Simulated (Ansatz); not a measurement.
CaO:
```
CELL_PARAMETERS angstrom
      0.00000     2.38337     2.38337
      2.38337     0.00000     2.38337
      2.38337     2.38337     0.00000
ATOMIC_POSITIONS crystal
  Ca 0.00000 0.00000 0.00000
  O  0.50000 0.50000 0.50000
```

Relaxed with PBEsol. Special points in fractions of this cell's reciprocal vectors: Γ (0.000, 0.000, 0.000); X (0.500, 0.000, 0.500); U (0.625, 0.250, 0.625); K (0.375, 0.375, 0.750); L (0.500, 0.500, 0.500); W (0.500, 0.250, 0.750).

List the band energies nearest the valence-band maximum at these points for plane-wave PAW PBEsol (Ansatz code).

In eV from the valence-band maximum; about four levels below and three above (degenerate sets whole), none deeper than 8.9 eV; points with the same levels are listed once.

```json
[
 {"k": "Γ", "below": "0.00 0.00 0.00", "above": "4.78 6.27 6.27 6.27"},
 {"k": "X", "below": "-1.31 -0.37 -0.37", "above": "3.54 8.24 9.08"},
 {"k": "U", "below": "-1.38 -1.22 -0.81", "above": "5.11 8.10 8.77"},
 {"k": "L", "below": "-2.74 -1.26 -1.26", "above": "7.14 8.52 8.52"},
 {"k": "W", "below": "-1.34 -1.08 -1.08", "above": "6.34 6.34 8.59"}
]
```

Space group Fm-3m (rock salt). Symmetry was held in the PBEsol relaxation. The volume moved by -56 % from the start of the relaxation.

Potentials: the earlier of the program's two PAW sets. The files were generated under PBE; for other functionals the program regenerates the frozen cores, and for LDA and PBEsol the local potential too.
